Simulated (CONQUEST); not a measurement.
Energy against volume for Zn3CdS4 (P-43m, 8 atoms in the cell; from Materials Project mp-981379, lattice scaled a little): the cell is scaled uniformly, and the atoms keep their fractional positions.

```xyz
8
Lattice="5.5534 0.0000 0.0000 0.0000 5.5534 0.0000 0.0000 0.0000 5.5534" Properties=species:S:1:pos:R:3 pbc="T T T"
Zn     0.0000     2.7767     2.7767
Zn     2.7767     0.0000     2.7767
Zn     2.7767     2.7767     0.0000
Cd     0.0000     0.0000     0.0000
S      1.4588     1.4588     1.4588
S      1.4588     4.0947     4.0947
S      4.0947     4.0947     1.4588
S      4.0947     1.4588     4.0947
```

All values come from this method and carry its errors: PBEsol, numerical atomic orbitals double-zeta with polarisation (the shipped basis), PseudoDojo norm-conserving potentials made for PBEsol in CONQUEST.

Held fixed: basis = DZP; Diag.MPMeshX, Y, Z = 5 5 5; potentials = PseudoDojo norm-conserving PBEsol; Grid.GridCutoff = 175 Ha; DM.SolutionMethod = diagon; Diag.kT = 0.0001 Ha; Diag.GammaCentred = true; minE.SCTolerance = 1.0e-06; SC.MaxIters = 100; SC.LinearMixingFactor = 0.5; AtomMove.TypeOfRun = static.

The program uses no crystal symmetry, so grid and mesh can part values that symmetry would make equal. The atom-centred basis is finite, which shifts total energies, pressures and forces against plane waves. The structure comes from a collection of computed structures, made at another level of theory; the collection holds predicted forms beside known ones. Its lattice was then scaled.

| V (Å³/atom) | V/V(base) | ΔF (meV/atom, from the lowest row) | pressure (GPa) |
|---|---|---|---|
| 20.125 | 0.940 | 9.7 | 3.45 |
| 20.553 | 0.960 | 2.9 | 1.82 |
| 20.981 | 0.980 | 0.0 | 0.28 |
| 21.195 | 0.990 | 0.1 | -0.48 |
| 21.409 | 1.000 | 1.2 | -1.14 |
| 21.623 | 1.010 | 3.2 | -1.76 |
| 21.837 | 1.020 | 5.9 | -2.28 |
| 22.265 | 1.040 | 13.6 | -3.46 |
| 22.694 | 1.060 | 24.1 | -4.42 |

Problem. Estimate the equilibrium volume and the bulk modulus from these points.

Solution. A third-order Birch-Murnaghan fit gives V0 = 21.06 Å³/atom and B0 = 69 GPa (largest residual 0.11 meV/atom). V0 and B0 belong to these fixed fractional positions and this cell shape; relaxing them, where they are free, usually lowers B0.
